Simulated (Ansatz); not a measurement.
Data:

P2W:
```yaml
crystal:
  lattice:
    - [1.57440, -5.56650, 0.00000]
    - [1.57440, 5.56650, 0.00000]
    - [0.00000, 0.00000, 4.95509]
  atoms:
    - { symbol: P, position: [0.07008, 0.92992, 0.38276] }
    - { symbol: P, position: [0.92992, 0.07008, 0.88276] }
    - { symbol: P, position: [0.79703, 0.20297, 0.20056] }
    - { symbol: P, position: [0.20297, 0.79703, 0.70056] }
    - { symbol: W, position: [0.40685, 0.59315, 0.49968] }
    - { symbol: W, position: [0.59315, 0.40685, 0.99968] }
```

This is the PBEsol-relaxed structure.

**Question.** All from PBEsol (plane waves, PAW; program Ansatz), unless another level is named. Predict the highest zone-centre frequency.

**Answer.** 538 cm⁻¹.

**Question.** What about the bulk modulus (Birch–Murnaghan fit)?

**Answer.** 201 GPa.

Space group Cmc2_1. The first step of the workflow began from a Materials Project structure, measured or hypothetical; the Crystallography Open Database files this formula in space group No. 36, but the cells were not matched. Its standing as an ambient phase is unchecked. The PBEsol relaxation kept the symmetry of its start; of distortions, only those at the zone centre were tested. The run is not spin-polarised. As this level gives no gap, phonon frequencies hold no LO–TO term and depend on the k-mesh and smearing (Fermi–Dirac, 0.1 eV here). Scalar-relativistic: spin–orbit coupling is off unless named, which matters more the heavier the elements.

Potentials: the later of the program's two PAW sets.
